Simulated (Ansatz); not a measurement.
A trial cell of SrTiO, before relaxation:

```yaml
crystal:
  lattice:
    - [3.72927, 0.00000, 0.00000]
    - [0.00000, 3.72927, 0.00000]
    - [0.00000, 0.00000, 3.78276]
  atoms:
    - { symbol: Sr, position: [0.00000, 0.00000, 0.00000] }
    - { symbol: Ti, position: [0.50000, 0.50000, 0.50000] }
    - { symbol: O, position: [0.50000, 0.50000, 0.00000] }
```

These are results of Ansatz, DFT PBE, scalar-relativistic, plane waves, PAW, not measurements. Cutoff 420 eV, Gaussian smearing, Γ-centred meshes. Cell and atoms relax first on a coarse mesh and then on a finer one. In between, the cell is made exact in the group found at 0.06 Å. In metals the finer mesh still leaves noise of several meV/atom or more. The steps can't lower the symmetry of their start. Collinear spin, starting moments Ti 1.0 μB.

A guess keeps its type if space group and coordination stay and the shape of the cell changes little (axis ratios within about 15 %, angles within 6°); the volume may change.

Q: Does this structure survive the relaxation?

A: It keeps its type. The symmetry stays P4/mmm (No. 123). The volume per atom grows by 12.2 %, from 17.5 to 19.7 Å³. The shortest distance goes from 1.89 Å (Ti–O) to 1.98 Å (Ti–O). The ratio c/a of the conventional cell changes by a factor of 1.01. Counting neighbours within 15 % of an atom's shortest distance, the start has O 2, Sr 4, Ti 2 and the end O 2, Sr 4, Ti 2.

The zero of energy is the elements' standard structures at the same level (O₂ as a molecule); no fitted shifts are applied.

Q: At what energy does it end?

A: −1.49 eV/atom. It lies below the elements, which doesn't yet make it stable against other compounds or structures.

The last run used collinear spin, a 12×12×12 mesh for its 3-atom cell and Gaussian smearing of 0.10 eV. The magnetic state reached may not be the lowest. A structure relaxed within its symmetry needn't be a true minimum.
